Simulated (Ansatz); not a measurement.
## CeCdB₂ in Ansatz, relaxation

input.yaml:

```yaml
crystal:
  lattice:
    - [3.95890669, 0.0, 0.0]
    - [1.97945384, -8.43657946, 0.0]
    - [0.0, 0.0, -3.88490736]
  atoms:
    - { symbol: B, position: [0.465, 0.07, 0.75] }
    - { symbol: B, position: [0.535, 0.93, 0.25] }
    - { symbol: Ce, position: [0.1013, 0.7974, 0.75] }
    - { symbol: Ce, position: [0.8987, 0.2026, 0.25] }
    - { symbol: B, position: [0.3246, 0.3508, 0.75] }
    - { symbol: B, position: [0.6754, 0.6492, 0.25] }
    - { symbol: Cd, position: [0.751, 0.498, 0.75] }
    - { symbol: Cd, position: [0.249, 0.502, 0.25] }
kpoints:
  mp_grid: { grid: [5, 5, 5], shift: [0, 0, 0] }
magnetization:
  spin_polarized: false
scf:
  occupations: { method: fermi_dirac }
  lower_state_search: "off"
hamiltonian:
  pseudopotentials: { kind: paw }
  xc: r2scan
basis:
  ecutwfc: 500
  fft_grid_basis: typed
relax:
  max_steps: 40
  cell: { p_target: 0.0 }
output:
  forces: true
  stress: true
  eigenvalues: true
  bader: true
  populations: true
  elf: true
  write_potential: true
  volumetric_format: npy
  dos:
    e_range: [-12, 8]
    de: 0.05
    projected: { site_lists: { B: [B], Cd: [Cd], Ce: [Ce] } }
  write_density: true
checkpoint:
  read: saved_state
```

Run with:

```bash
ansatz run input.yaml --threads 2 --pin off --max-ram 3584MiB --backend cpu --events-out ev --progress --plain --runs-dir out
```

Origin of the cell: a known structure type with other elements, at an estimated volume, so it need not be a known compound.

The smearing width isn't typed, so it takes its default of 0.1 eV.

The saved state is a converged single point of the same cell.

Steps («new basis» is an SCF on plane waves selected anew at the same cell):

```json
{"step": "1", "ΔF (meV/atom)": "0.0", "max force component (eV/Å)": "3.223", "P (GPa)": "-3.20", "volume (Å³)": "129.75", "SCF iterations": "16", "step was": "accepted"}
{"step": "2", "ΔF (meV/atom)": "-227.0", "max force component (eV/Å)": "2.706", "P (GPa)": "-3.10", "volume (Å³)": "124.45", "SCF iterations": "10", "step was": "accepted"}
{"step": "3", "ΔF (meV/atom)": "-310.5", "max force component (eV/Å)": "2.068", "P (GPa)": "-2.61", "volume (Å³)": "122.28", "SCF iterations": "8", "step was": "accepted"}
{"step": "4", "ΔF (meV/atom)": "-371.1", "max force component (eV/Å)": "1.264", "P (GPa)": "-2.32", "volume (Å³)": "121.15", "SCF iterations": "9", "step was": "accepted"}
{"step": "5", "ΔF (meV/atom)": "-398.9", "max force component (eV/Å)": "0.296", "P (GPa)": "0.48", "volume (Å³)": "119.23", "SCF iterations": "8", "step was": "accepted"}
{"step": "6", "ΔF (meV/atom)": "-400.5", "max force component (eV/Å)": "0.053", "P (GPa)": "0.02", "volume (Å³)": "119.97", "SCF iterations": "7", "step was": "accepted"}
{"step": "7", "ΔF (meV/atom)": "-400.6", "max force component (eV/Å)": "0.050", "P (GPa)": "0.08", "volume (Å³)": "119.87", "SCF iterations": "8", "step was": "accepted"}
{"step": "8", "ΔF (meV/atom)": "-400.7", "max force component (eV/Å)": "0.007", "P (GPa)": "0.03", "volume (Å³)": "119.90", "SCF iterations": "6", "step was": "accepted"}
{"step": "9", "ΔF (meV/atom)": "-400.4", "max force component (eV/Å)": "0.006", "P (GPa)": "0.02", "volume (Å³)": "119.90", "SCF iterations": "7", "step was": "new basis"}
```

Step 1, with forces in eV/Å:

```xyz
8
Lattice="3.959 0.000 0.000 1.979 -8.437 0.000 0.000 0.000 -3.885" Properties=species:S:1:pos:R:3:forces:R:3 pbc="T T T" step=1
B     1.979   -0.591   -2.914    0.000    0.437    0.000
B     3.959   -7.846   -0.971    0.000   -0.437    0.000
Ce    1.979   -6.727   -2.914    0.000   -2.084    0.000
Ce    3.959   -1.709   -0.971    0.000    2.084    0.000
B     1.979   -2.960   -2.914    0.000    3.223    0.000
B     3.959   -5.477   -0.971    0.000   -3.223    0.000
Cd    3.959   -4.201   -2.914    0.000   -0.093    0.000
Cd    1.979   -4.235   -0.971    0.000    0.093    0.000
```

Step 2, with forces in eV/Å:

```xyz
8
Lattice="3.961 0.000 0.000 1.980 -8.172 0.000 0.000 0.000 -3.845" Properties=species:S:1:pos:R:3:forces:R:3 pbc="T T T" step=2
B     1.980   -0.524   -2.883    0.000   -0.674    0.000
B     3.961   -7.648   -0.961    0.000    0.674    0.000
Ce    1.980   -6.704   -2.883    0.000   -0.069    0.000
Ce    3.961   -1.468   -0.961    0.000    0.069    0.000
B     1.980   -2.681   -2.883    0.000    2.706    0.000
B     3.961   -5.491   -0.961    0.000   -2.706    0.000
Cd    3.961   -4.073   -2.883    0.000   -0.015    0.000
Cd    1.980   -4.100   -0.961    0.000    0.015    0.000
```

Step 3, with forces in eV/Å:

```xyz
8
Lattice="4.003 0.000 0.000 2.002 -8.081 0.000 0.000 0.000 -3.780" Properties=species:S:1:pos:R:3:forces:R:3 pbc="T T T" step=3
B     2.002   -0.495   -2.835    0.000   -0.990    0.000
B     4.003   -7.586   -0.945    0.000    0.990    0.000
Ce    2.002   -6.634   -2.835    0.000   -0.101    0.000
Ce    4.003   -1.447   -0.945    0.000    0.101    0.000
B     2.002   -2.528   -2.835    0.000    2.068    0.000
B     4.003   -5.553   -0.945    0.000   -2.068    0.000
Cd    4.003   -4.020   -2.835    0.000   -0.128    0.000
Cd    2.002   -4.060   -0.945    0.000    0.128    0.000
```

Step 4, with forces in eV/Å:

```xyz
8
Lattice="4.079 0.000 0.000 2.040 -7.957 0.000 0.000 0.000 -3.732" Properties=species:S:1:pos:R:3:forces:R:3 pbc="T T T" step=4
B     2.040   -0.480   -2.799    0.000   -1.121    0.000
B     4.079   -7.477   -0.933    0.000    1.121    0.000
Ce    2.040   -6.576   -2.799    0.000    0.261    0.000
Ce    4.079   -1.381   -0.933    0.000   -0.261    0.000
B     2.040   -2.366   -2.799    0.000    1.264    0.000
B     4.079   -5.591   -0.933    0.000   -1.264    0.000
Cd    4.079   -3.981   -2.799    0.000   -0.151    0.000
Cd    2.040   -3.976   -0.933    0.000    0.151    0.000
```

Step 5, with forces in eV/Å:

```xyz
8
Lattice="4.068 0.000 0.000 2.034 -7.900 0.000 0.000 0.000 -3.710" Properties=species:S:1:pos:R:3:forces:R:3 pbc="T T T" step=5
B     2.034   -0.513   -2.782    0.000   -0.296    0.000
B     4.068   -7.387   -0.927    0.000    0.296    0.000
Ce    2.034   -6.522   -2.782    0.000   -0.010    0.000
Ce    4.068   -1.378   -0.927    0.000    0.010    0.000
B     2.034   -2.261   -2.782    0.000    0.226    0.000
B     4.068   -5.640   -0.927    0.000   -0.226    0.000
Cd    4.068   -4.014   -2.782    0.000    0.021    0.000
Cd    2.034   -3.886   -0.927    0.000   -0.021    0.000
```

Step 6, with forces in eV/Å:

```xyz
8
Lattice="4.114 0.000 0.000 2.057 -7.977 0.000 0.000 0.000 -3.656" Properties=species:S:1:pos:R:3:forces:R:3 pbc="T T T" step=6
B     2.057   -0.514   -2.742    0.000   -0.028    0.000
B     4.114   -7.463   -0.914    0.000    0.028    0.000
Ce    2.057   -6.591   -2.742    0.000   -0.018    0.000
Ce    4.114   -1.386   -0.914    0.000    0.018    0.000
B     2.057   -2.240   -2.742    0.000   -0.053    0.000
B     4.114   -5.737   -0.914    0.000    0.053    0.000
Cd    4.114   -4.086   -2.742    0.000   -0.011    0.000
Cd    2.057   -3.891   -0.914    0.000    0.011    0.000
```

Step 7, with forces in eV/Å:

```xyz
8
Lattice="4.101 0.000 0.000 2.051 -7.957 0.000 0.000 0.000 -3.673" Properties=species:S:1:pos:R:3:forces:R:3 pbc="T T T" step=7
B     2.051   -0.528   -2.755    0.000    0.050    0.000
B     4.101   -7.429   -0.918    0.000   -0.050    0.000
Ce    2.051   -6.577   -2.755    0.000    0.014    0.000
Ce    4.101   -1.380   -0.918    0.000   -0.014    0.000
B     2.051   -2.253   -2.755    0.000    0.027    0.000
B     4.101   -5.704   -0.918    0.000   -0.027    0.000
Cd    4.101   -4.066   -2.755    0.000    0.015    0.000
Cd    2.051   -3.891   -0.918    0.000   -0.015    0.000
```

Step 9, with forces in eV/Å:

```xyz
8
Lattice="4.104 0.000 0.000 2.052 -7.954 0.000 0.000 0.000 -3.673" Properties=species:S:1:pos:R:3:forces:R:3 pbc="T T T" step=9
B     2.052   -0.522   -2.755    0.000    0.000    0.000
B     4.104   -7.432   -0.918    0.000    0.000    0.000
Ce    2.052   -6.573   -2.755    0.000    0.006    0.000
Ce    4.104   -1.381   -0.918    0.000   -0.006    0.000
B     2.052   -2.248   -2.755    0.000   -0.001    0.000
B     4.104   -5.705   -0.918    0.000    0.001    0.000
Cd    4.104   -4.063   -2.755    0.000    0.001    0.000
Cd    2.052   -3.891   -0.918    0.000   -0.001    0.000
```

```yaml
Free_energy_lowered_by: 400.4 meV/atom
Volume_change: -7.59 %
Final_pressure: 0.02 GPa
Relaxation_steps_listed: 9
```

Caveats: f shells without a U or exact exchange are poorly placed; no spin polarisation, so a magnetic state may lie lower; no spin-orbit coupling, though heavy elements are present; the k mesh is coarse if the cell is a metal; the relaxation held the start's symmetry, so the end may be a saddle point.

Time: 4.2 min on 2 threads of Arm Neoverse V1, on a shared host, peak memory 0.78 GiB, from a saved density.
